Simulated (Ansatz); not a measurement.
NaMo6Se8: input and output

The input, for Ansatz 0.2.0 (plane waves, PAW):

```yaml
crystal:
  lattice:
    - [4.816821, 2.779277, 3.93065]
    - [-4.82059, 2.784854, 3.931322]
    - [0.002946, -5.565935, 3.932262]
  atoms:
    - { symbol: Mo, position: [0.418693, 0.553966, 0.23179] }
    - { symbol: Mo, position: [0.23964, 0.418379, 0.553553] }
    - { symbol: Mo, position: [0.566835, 0.240377, 0.407653] }
    - { symbol: Mo, position: [0.575217, 0.463348, 0.759705] }
    - { symbol: Mo, position: [0.783558, 0.594766, 0.437287] }
    - { symbol: Mo, position: [0.446411, 0.771753, 0.590709] }
    - { symbol: Na, position: [0.009161, 0.004223, 0.007069] }
    - { symbol: Se, position: [0.758721, 0.366062, 0.108053] }
    - { symbol: Se, position: [0.100269, 0.767545, 0.362254] }
    - { symbol: Se, position: [0.37834, 0.13297, 0.759341] }
    - { symbol: Se, position: [0.240683, 0.620224, 0.883912] }
    - { symbol: Se, position: [0.868405, 0.249399, 0.635534] }
    - { symbol: Se, position: [0.632868, 0.875084, 0.245481] }
    - { symbol: Se, position: [0.229414, 0.239165, 0.227336] }
    - { symbol: Se, position: [0.758849, 0.774109, 0.767596] }
kpoints:
  mp_grid: { grid: [3, 3, 3], shift: [0.0, 0.0, 0.0] }
magnetization:
  spin_polarized: false
scf:
  occupations: { method: fermi_dirac, width: 0.05 }
  lower_state_search: "off"
  max_iter: 200
hamiltonian:
  pseudopotentials: { kind: paw }
  xc: lda
basis:
  ecutwfc: 420
  fft_grid_basis: typed
output:
  forces: true
  stress: true
  eigenvalues: true
  bader: true
  populations: true
  elf: true
  write_potential: true
  volumetric_format: npy
  dos:
    e_range: [-12, 8]
    de: 0.05
    projected: { site_lists: { Mo: [Mo], Na: [Na], Se: [Se] } }
checkpoint:
  read: saved_state
```

The run starts from an earlier solution of this cell. 

Output (shortened):

```
SCF iter   1: F=—  Δρ=1.26e-3  dr2=7.48e-3
SCF iter   2: F=—  Δρ=5.22e-4  dr2=1.62e-3
SCF iter   3: F=—  Δρ=1.73e-4  dr2=2.51e-4
SCF iter   4: F=—  Δρ=4.38e-5  dr2=1.52e-5
SCF iter   5: F=—  Δρ=1.24e-5  dr2=7.68e-7
SCF iter   6: F=-73597.5147 eV  Δρ=4.36e-6  dr2=7.36e-8
Free energy (F): -73597.5147 eV
Harris-Foulkes:  -73597.5147 eV  (|F-HF|=4.79e-8)
Internal energy: -73597.4258 eV  (E = F + TS)
E sigma→0 (E₀):  -73597.4703 eV
Entropy (-TS):   -0.0889 eV (-5.929 meV/atom)
Fermi energy:    11.0291 eV
--- Per-component energies (eV) ---
  E_band       = -3986.1407
  E_kinetic    = 3717.2953
  E_local      = -28432.8070  (includes V_loc(G=0)·N_el)
  E_nonlocal   = -3702.5671
  E_hartree    = 12930.1183
  E_xc         = -1958.1015
  E_vxc        = -2205.3642  (∫ρ·V_xc dr)
  E_paw        = -33400.4706  (= ΣΔE_a)
  E_vpaw       = 777.0769  (= ΣTr[D̂ρ^β])
  E_aug_tail   = -0.0047  (compensation charges beyond the density's cutoff)
  E_ewald      = -22771.6052
  E_core_change = 20.7167  (= ΣΔE_core)
  E_smearing   = -0.0889  (= −TS)
--- Forces (eV/Å), atoms counted from 1 ---
  atom   1  Mo     0.0407    -0.0471     1.2149
  atom   2  Mo    -0.6588     0.4844     0.2094
  atom   3  Mo    -0.8315    -0.9411     0.3726
  atom   4  Mo     1.2217    -0.5548    -0.9088
  atom   5  Mo    -0.4315    -1.6456    -1.5467
  atom   6  Mo    -0.4738     1.0127    -1.6599
  atom   7  Na     0.0325     0.0890    -0.3679
  atom   8  Se    -1.3936    -0.7514     0.8176
  atom   9  Se     2.2452    -0.3214     1.1259
  atom  10  Se     0.0867     1.2293    -0.1315
  atom  11  Se     0.7054     1.1188    -0.2033
  atom  12  Se    -0.8169     1.2252    -0.0386
  atom  13  Se    -0.4325    -1.1705    -0.3661
  atom  14  Se     0.3458    -0.1685     1.2804
  atom  15  Se     0.3605     0.4411     0.2021
--- Stress (GPa, compression-positive) ---
       -9.3567      -1.3992       0.8079
       -1.3992      -9.1560       1.4663
        0.8079       1.4663      -8.5294
  P = ⅓ Tr σ = -9.0140 GPa (-90.140 kbar)
--- Löwdin populations: 15 sites ---
  site symbol       q [e]
     0     Mo     13.7043
     1     Mo     13.7006
     2     Mo     13.7062
     3     Mo     13.7175
     4     Mo     13.7129
     5     Mo     13.6960
     6     Na      8.3818
     7     Se     16.2188
     8     Se     16.2518
     9     Se     16.2256
    10     Se     16.1988
    11     Se     16.2074
    12     Se     16.1893
    13     Se     16.1985
    14     Se     16.1277
  spilling = 0.0035 (of n_electrons = 221.0000)
```

Origin: a strained cell with displaced atoms, so it need not be a known compound. Caveats: many states at the Fermi level without spin polarisation, so a magnetic state may lie lower; the k mesh is coarse if the cell is a metal; atoms or cell far from equilibrium.
